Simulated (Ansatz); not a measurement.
KTaO₃ (cubic perovskite)

```yaml
crystal:
  lattice:
    - [4.02438, 0.00000, 0.00000]
    - [0.00000, 4.02438, 0.00000]
    - [0.00000, 0.00000, 4.02438]
  atoms:
    - { symbol: K, position: [0.00000, 0.00000, 0.00000] }
    - { symbol: Ta, position: [0.50000, 0.50000, 0.50000] }
    - { symbol: O, position: [0.00000, 0.50000, 0.50000] }
    - { symbol: O, position: [0.50000, 0.50000, 0.00000] }
    - { symbol: O, position: [0.50000, 0.00000, 0.50000] }
```

E(V) scan at fixed shape, V₀ the volume above. Symmetry pins the atoms to their sites.

Computed with PBE (plane waves to 420 eV, PAW, scalar-relativistic; Ansatz, an electronic-structure program). k mesh 8×8×8 (Γ-centred), Fermi-Dirac smearing 0.05 eV. Energies are smeared free energies. Compression counts positive. KTaO3 is run without spin polarisation. KTaO3 was relaxed with its symmetry unable to fall. Spin-orbit coupling is left out, though Ta is heavy. ΔE is measured from the relaxed starting cell.

| V (Å³/atom) | ΔE (meV/atom) |
|---|---|
| 10.950 | withheld |
| 11.297 | 176.4 |
| 11.645 | 107.0 |
| 11.993 | 57.1 |
| 12.340 | 24.1 |
| 12.688 | 5.8 |
| 13.036 | 0.0 |
| 13.383 | 5.2 |
| 13.731 | 19.8 |
| 14.078 | 42.6 |
| 14.426 | 72.4 |
| 14.774 | 108.1 |
| 15.121 | 149.1 |

Fit a third-order Birch-Murnaghan form (E₀, V₀, B₀, B₀′ free) to the given rows and predict ΔE at V = 10.950.

Least squares on the 12 given rows: ΔE = E₀ + (9V₀B₀/16)·y²·[2 + (B₀′ − 4)y], y = (V₀/V)^(2/3) − 1, with V₀ = 13.036 Å³/atom, B₀ = 187.7 GPa (160.2 GPa = 1 eV/Å³; the term in eV is multiplied by 1000), B₀′ = 4.46, E₀ = 0.09 meV/atom; root-mean-square residual 0.08 meV/atom. At 10.950 the fit gives 268.6 meV/atom; the calculation gives 268.6 meV/atom, the same to the digits shown. For the pressure the fit gives 48.4 GPa against the computed 48.2 GPa.

(Under strain, the slope of the energy per volume gives the stress and its curvature an elastic modulus.)
